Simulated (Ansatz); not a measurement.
A distorted cell of Sn (beta-Sn type, space group I4_1/amd):

```
Sn
1.0
   -2.91656     2.91656     1.57902
    2.91656    -2.91656     1.57902
    2.91656     2.91656    -1.57902
Sn
2
Cartesian
  0.00000   2.91656   0.42951
  0.00000   0.00000   0.00000
```

All values below come from PBEsol (plane waves to 420 eV, PAW, scalar-relativistic; Ansatz, a first-principles code). k mesh 13×13×13 (Γ-centred), Fermi-Dirac smearing 0.05 eV. Energies are smeared free energies. Compression counts positive. With partly filled bands, energies and forces of such displacements shift with the k mesh and the smearing. Sn was relaxed with its symmetry unable to fall. The PAW data are Ansatz's earlier set.

**Question.** Predict the force on every atom, in eV/Å.

**Answer.** 
| atom | Fx | Fy | Fz |
|---|---|---|---|
| Sn1 | 0.000 | 0.000 | 0.111 |
| Sn2 | 0.000 | 0.000 | -0.111 |

**Question.** What is the stress tensor (GPa)?

**Answer.** 
```
   -2.5      0.0      0.0
    0.0      3.0      0.0
    0.0      0.0     -0.2
```
The pressure, a third of the trace, is 0.1 GPa.

**Question.** In it atom 1 sits (0.000, 0.000, -0.360) Å away from its relaxed site. What is its energy relative to the relaxed cell?

**Answer.** 23.3 meV/cell.

(For displaced atoms, the force is minus the slope of the energy, and its curvature is a force constant, which sets phonon frequencies.)
